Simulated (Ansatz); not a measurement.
Data:

GeTe4Pb3:
```cif
data_GePb3Te4
_chemical_formula_sum 'Ge1 Te4 Pb3'
_space_group_name_H-M_alt 'P4/mmm'
_space_group_IT_number 123
_space_group_name_Hall '-P 4 2'
_cell_length_a 4.43775
_cell_length_b 4.43775
_cell_length_c 12.52842
_cell_angle_alpha 90.000
_cell_angle_beta 90.000
_cell_angle_gamma 90.000
loop_
_atom_site_label
_atom_site_type_symbol
_atom_site_symmetry_multiplicity
_atom_site_Wyckoff_symbol
_atom_site_fract_x
_atom_site_fract_y
_atom_site_fract_z
_atom_site_occupancy
Ge1 Ge 1 a 0.00000 0.00000 0.00000 1
Te1 Te 2 g 0.00000 0.00000 0.23806 1
Te2 Te 1 c 0.50000 0.50000 0.00000 1
Te3 Te 1 d 0.50000 0.50000 0.50000 1
Pb1 Pb 2 h 0.50000 0.50000 0.24740 1
Pb2 Pb 1 b 0.00000 0.00000 0.50000 1
```

This is the LDA-relaxed structure.

All from the program Ansatz at the LDA level (PAW), unless another level is named. Estimate the formation energy from the elements (no fitted shifts).

-0.25 eV/atom.

Give the band gap.

0.39 eV (direct).

Give the hole effective mass.

0.055, 0.068, 0.11 mₑ (principal values).

Give the valence-band maximum.

at X.

The workflow started from a Materials Project entry (that database holds measured and hypothetical structures alike); the Crystallography Open Database copy checked does not list it. With Ge and Pb taken as one species the cell has the higher symmetry Fm-3m, so it may be an ordered model of a mixed-site phase. Its standing as an ambient phase is unchecked. Symmetry was held in the LDA relaxation. At this level the phase is dynamically unstable (imaginary phonons). The references are the lowest solids computed at this level, not always the standard phases. Spin–orbit coupling is left out wherever it is not named.

Potentials: the later of the program's two PAW sets.
